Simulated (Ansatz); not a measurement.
LaScHO2:
```cif
data_HLaO2Sc
_chemical_formula_sum 'La1 Sc1 O2 H1'
_space_group_name_H-M_alt 'P4/mmm'
_space_group_IT_number 123
_space_group_name_Hall '-P 4 2'
_cell_length_a 4.10257
_cell_length_b 4.10257
_cell_length_c 3.71253
_cell_angle_alpha 90.000
_cell_angle_beta 90.000
_cell_angle_gamma 90.000
loop_
_atom_site_label
_atom_site_type_symbol
_atom_site_symmetry_multiplicity
_atom_site_Wyckoff_symbol
_atom_site_fract_x
_atom_site_fract_y
_atom_site_fract_z
_atom_site_occupancy
La1 La 1 d 0.50000 0.50000 0.50000 1
Sc1 Sc 1 a 0.00000 0.00000 0.00000 1
O1 O 2 f 0.00000 0.50000 0.00000 1
H1 H 1 b 0.00000 0.00000 0.50000 1
```

Relaxed at zero pressure with PBEsol in the plane-wave PAW code Ansatz.

Question: The volume is raised by 9 % and shape and atoms relax at that volume. What pressure results, and how do the axes share the change?

Answer: -9.4 GPa; a 2.1 %, b 2.1 %, c 4.6 %; the energy rises by 36 meV/atom.

Question: Give the new structure.

Answer: 
Space group P4/mmm (No. 123); a = b = 4.188 Å, c = 3.883 Å, α = β = γ = 90.00°

```tsv
atom	site	symmetry	x	y	z
La	1d	4/mmm	0.5000	0.5000	0.5000
Sc	1a	4/mmm	0.0000	0.0000	0.0000
O	2f	mmm.	0.0000	0.5000	0.0000
H	1b	4/mmm	0.0000	0.0000	0.5000
```

The phase is kept; no other phase was compared at this pressure.

The start of the workflow was typed in or built on a structure type; neither database checked (COD, Materials Project) lists it. Whether it is the stable phase at ambient conditions was not checked. The PBEsol relaxation kept the symmetry of its start; whether a distortion lowers the energy is not shown. No spin polarisation was allowed. Spin–orbit coupling is left out wherever it is not named.

Potentials: the earlier of the program's two PAW sets. The files were generated under PBE; for other functionals the program regenerates the frozen cores, and for LDA and PBEsol the local potential too.
